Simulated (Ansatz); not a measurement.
A relaxation computed with Ansatz, from input to last step.

```yaml
crystal:
  lattice:
    - [4.2233228596, 0.0, 0.0]
    - [0.0, 4.2233228596, 0.0]
    - [0.0, 0.0, 4.2233228596]
  atoms:
    - { symbol: Te, position: [0.0, 0.0, 0.0] }
    - { symbol: Mo, position: [0.0, 0.5, 0.5] }
    - { symbol: Mo, position: [0.5, 0.0, 0.5] }
    - { symbol: Mo, position: [0.5, 0.5, 0.0] }
basis:
  ecutwfc: 420
kpoints:
  mp_grid: { grid: [4, 4, 4] }
hamiltonian:
  xc: pbe
scf:
  occupations: { method: gaussian, width: 0.1 }
  lower_state_search: "off"
output:
  forces: true
  stress: true
  eigenvalues: true
relax:
  adjacent_minimum: "off"
  f_tol: 0.04
  max_steps: 70
  cell: { stress_tol: 0.4 }
```

```bash
ansatz run input.yaml --threads 1 --pin off --max-ram 2560MiB --backend cpu --events-out ev --progress --plain --runs-dir out
```

Computed with Ansatz 0.2.0, DFT PBE, scalar-relativistic, plane waves, PAW.

Of 5 frames 5 are shown, positions in Å and forces in eV/Å; the SCF threshold varies from step to step. Steps run on the plane waves of an earlier cell, with a Pulay correction in the pressure. The basis is chosen afresh for the last frame, the zero of the energies, and at times for earlier ones too; energy and pressure step there, also at an unchanged geometry.

```xyz
4
Lattice="4.2233 0.0000 0.0000 0.0000 4.2233 0.0000 0.0000 0.0000 4.2233" Properties=species:S:1:pos:R:3:forces:R:3 pbc="T T T" step=1 free_energy_over_end_meV_per_atom=96.15 pressure_GPa=-15.48
Te    0.0000    0.0000    0.0000    0.0000    0.0000    0.0000
Mo    0.0000    2.1117    2.1117    0.0000    0.0000    0.0000
Mo    2.1117    0.0000    2.1117    0.0000    0.0000    0.0000
Mo    2.1117    2.1117    0.0000    0.0000    0.0000    0.0000
4
Lattice="4.0174 0.0000 0.0000 0.0000 4.0174 0.0000 0.0000 0.0000 4.0174" Properties=species:S:1:pos:R:3:forces:R:3 pbc="T T T" step=2 free_energy_over_end_meV_per_atom=26.02 pressure_GPa=10.92
Te    0.0000    0.0000    0.0000    0.0000    0.0000    0.0000
Mo    0.0000    2.0087    2.0087    0.0000    0.0000    0.0000
Mo    2.0087    0.0000    2.0087    0.0000    0.0000    0.0000
Mo    2.0087    2.0087    0.0000    0.0000    0.0000    0.0000
4
Lattice="4.0976 0.0000 0.0000 0.0000 4.0976 0.0000 0.0000 0.0000 4.0976" Properties=species:S:1:pos:R:3:forces:R:3 pbc="T T T" step=3 free_energy_over_end_meV_per_atom=0.62 pressure_GPa=-1.91
Te    0.0000    0.0000    0.0000    0.0000    0.0000    0.0000
Mo    0.0000    2.0488    2.0488    0.0000    0.0000    0.0000
Mo    2.0488    0.0000    2.0488    0.0000    0.0000    0.0000
Mo    2.0488    2.0488    0.0000    0.0000    0.0000    0.0000
4
Lattice="4.0845 0.0000 0.0000 0.0000 4.0845 0.0000 0.0000 0.0000 4.0845" Properties=species:S:1:pos:R:3:forces:R:3 pbc="T T T" step=4 free_energy_over_end_meV_per_atom=-0.44 pressure_GPa=-0.05
Te    0.0000    0.0000    0.0000    0.0000    0.0000    0.0000
Mo    0.0000    2.0422    2.0422    0.0000    0.0000    0.0000
Mo    2.0422    0.0000    2.0422    0.0000    0.0000    0.0000
Mo    2.0422    2.0422    0.0000    0.0000    0.0000    0.0000
4
Lattice="4.0845 0.0000 0.0000 0.0000 4.0845 0.0000 0.0000 0.0000 4.0845" Properties=species:S:1:pos:R:3:forces:R:3 pbc="T T T" step=5 free_energy_over_end_meV_per_atom=0.00 pressure_GPa=-0.05
Te    0.0000    0.0000    0.0000    0.0000    0.0000    0.0000
Mo    0.0000    2.0422    2.0422    0.0000    0.0000    0.0000
Mo    2.0422    0.0000    2.0422    0.0000    0.0000    0.0000
Mo    2.0422    2.0422    0.0000    0.0000    0.0000    0.0000
```

The start puts this composition into another compound's structure type, which needn't suit it. At the end the space group is Pm-3m (tolerance 0.05 Å).

The run took 5 s on 1 thread of Intel(R) Xeon(R) 6975P-C (Granite Rapids), on a shared host, peak memory 0.37 GiB.

The k mesh is coarse.